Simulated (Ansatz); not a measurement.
**Is this Mo4W structure a true minimum?**

The cell was found from a structure generator's guess, not taken from experiment.

Level of theory: DFT PBE, scalar-relativistic, plane waves, PAW (Ansatz). Cutoff 420 eV; k points 14×14×14 on the computed 5-atom cell (Γ-centred); Gaussian smearing, width 0.10 eV; no spin polarisation.

The cell below (5 atoms, space group I4/m (No. 87)) is relaxed within its symmetry.

```
Mo W
1.0
    -3.53970    3.53970    1.58237
     3.53970   -3.53970    1.58237
     3.53970    3.53970   -1.58237
Mo W
4 1
Direct
  0.60020 0.19993 0.80013
  0.19993 0.39980 0.59974
  0.80007 0.60020 0.40026
  0.39980 0.80007 0.19987
  0.00000 0.00000 0.00000
```

For the test a repeat of it with 10 atoms (edges 5.25, 5.25, 6.33 Å) was strained at random (σ = 1.5 % a component), the atoms were moved at random (σ = 0.15 Å), and all was relaxed again on a coarse 4×4×4 mesh (in the run’s order of axes) with 0.20 eV smearing, with no symmetry imposed.

These runs have no spin–orbit coupling, which can matter for W.

Q: Does it come back?

A: It returns, within 1 meV/atom of the unmoved cell on that mesh and with the same symmetry when read at 0.1 Å (P-1 at 0.01 Å, so small strains and shifts remain). No instability shows in this cell; modes of other wave vectors, which need another repeat, aren't tested.
